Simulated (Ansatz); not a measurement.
Input:

V3Ge:
```
V3Ge
1.0
    0.00000     2.99712     2.99712
    2.99712     0.00000     2.99712
    2.99712     2.99712     0.00000
Ge V
1 3
Cartesian
  0.00000   0.00000   0.00000
  2.99712   2.99712   2.99712
  1.49856   1.49856   1.49856
  4.49569   4.49569   4.49569
```
The run is spin-polarised.

This is the r²SCAN-relaxed structure.

Problem. All from DFT-r²SCAN in the program Ansatz with PAW potentials, unless another level is named. Give the Bader charges.

Solution. Ge -1.27, V +0.19 to +0.54 e.

Problem. Predict the net moment.

Solution. 0.38 μB per atom.

Space group Fm-3m. A made-up cell: these elements were put on the sites of a structure type; neither database checked (COD, Materials Project) lists it. COD files the formula under space group No. 223. Whether it is the stable phase at ambient conditions was not checked. Symmetry was held in the r²SCAN relaxation, as lowered by the spin order; its stability against distortions is not shown here. The final state is ferrimagnetic, chosen from 2 collinear starts compared on coarse meshes (ties went to the first, and starts can fall back to one state), not a proven ground state. The program gave a warning on the electronic state, which may not be the lowest.

Potentials: the earlier of the program's two PAW sets.
